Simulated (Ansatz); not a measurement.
The start is a generated trial cell of Cu3Sn in the D03 structure type. The structure is fully relaxed (lattice and positions, P = 0) with r2SCAN (plane waves to 500 eV, PAW, scalar-relativistic; Ansatz, a program for electronic structure). First-step values are on the input's coarse k-mesh.

Ansatz input (later rounds restart from its end on a renewed k-mesh):
Ansatz 0.2 input:
```yaml
crystal:
  lattice:
    - [0, 3.324009, 3.324009]
    - [3.324009, 0, 3.324009]
    - [3.324009, 3.324009, 0]
  atoms:
    - { symbol: Sn, position: [0, 0, 0] }
    - { symbol: Cu, position: [0.5, 0.5, 0.5] }
    - { symbol: Cu, position: [0.25, 0.25, 0.25] }
    - { symbol: Cu, position: [0.75, 0.75, 0.75] }
basis: { ecutwfc: 500, ecutrho_ratio: 4, xc_grid: 4, fft_grid_basis: typed }
kpoints: { mp_grid: { grid: [9, 9, 9] } }
hamiltonian:
  xc: r2scan
  dispersion: none
  pseudopotentials: { kind: paw }
scf: { occupations: { method: fermi_dirac, width: 0.05 } }
relax: { f_tol: 0.01, max_steps: 100, cell: { stress_tol: 0.02 } }
output: { forces: true, stress: true }
```

### Question
How does the volume per atom move from start to end?

### Answer
-23.4 %, from 18.36 to 14.06 Å³/atom.

### Question
What does it relax into? Give the structure.

### Answer

Space group Fm-3m (No. 225); a = 6.082 Å, b = 6.082 Å, c = 6.082 Å, α = 90.00°, β = 90.00°, γ = 90.00°

```json
[
 {"atom": "Sn", "site": "4a", "symmetry": "m-3m", "x": "0.0000", "y": "0.0000", "z": "0.0000"},
 {"atom": "Cu", "site": "4b", "symmetry": "m-3m", "x": "0.5000", "y": "0.5000", "z": "0.5000"},
 {"atom": "Cu", "site": "8c", "symmetry": "-43m", "x": "0.2500", "y": "0.2500", "z": "0.2500"}
]
```
(The calculation used a cell of 4 atoms; values per cell refer to that cell.)

The space group stays Fm-3m (No. 225) (the run could not lower it); the end is AFLOW prototype AB3_cF16_225_a_bc (D0_3, as in BiF3), with 4 atoms in the primitive cell. Final values are on a 13×13×13 k-mesh of the relaxed cell. No spin polarisation in the result.

The run could not lose the symmetry of its start.

All atoms sit on sites fixed by symmetry, so only the cell could relax.

The first start was generated by placing the elements on the sites of a structure type. Materials Project lists a structure of Cu3Sn in the same space group, Fm-3m (No. 225); the sites were not compared with it, nor with measured phases.
